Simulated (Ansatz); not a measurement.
Si:
```cif
data_Si2
_chemical_formula_sum 'Si2'
_space_group_name_H-M_alt 'P 1'
_space_group_IT_number 1
_cell_length_a 3.84213
_cell_length_b 3.84213
_cell_length_c 3.84213
_cell_angle_alpha 60.000
_cell_angle_beta 60.000
_cell_angle_gamma 60.000
loop_
_space_group_symop_operation_xyz
  'x, y, z'
loop_
_atom_site_label
_atom_site_type_symbol
_atom_site_fract_x
_atom_site_fract_y
_atom_site_fract_z
_atom_site_occupancy
Si1 Si 0.75000 0.75000 0.75000 1
Si2 Si 0.50000 0.50000 0.50000 1
```

Relaxed with PBEsol.

Question: Decompose the optical modes at the zone centre into irreducible representations, and say which are infrared and Raman allowed.

Answer: Point group m-3m: Γ_opt = T2g. Infrared: none. Raman: T2g.

Question: Assign frequencies (DFPT, PBEsol in the plane-wave PAW code Ansatz).

Answer: T2g 509 cm⁻¹.

Space group Fd-3m (diamond). The cell was relaxed with PBEsol under the symmetry of its start.

Potentials: the earlier of the program's two PAW sets. The files were generated under PBE; for other functionals the program regenerates the frozen cores, and for LDA and PBEsol the local potential too.
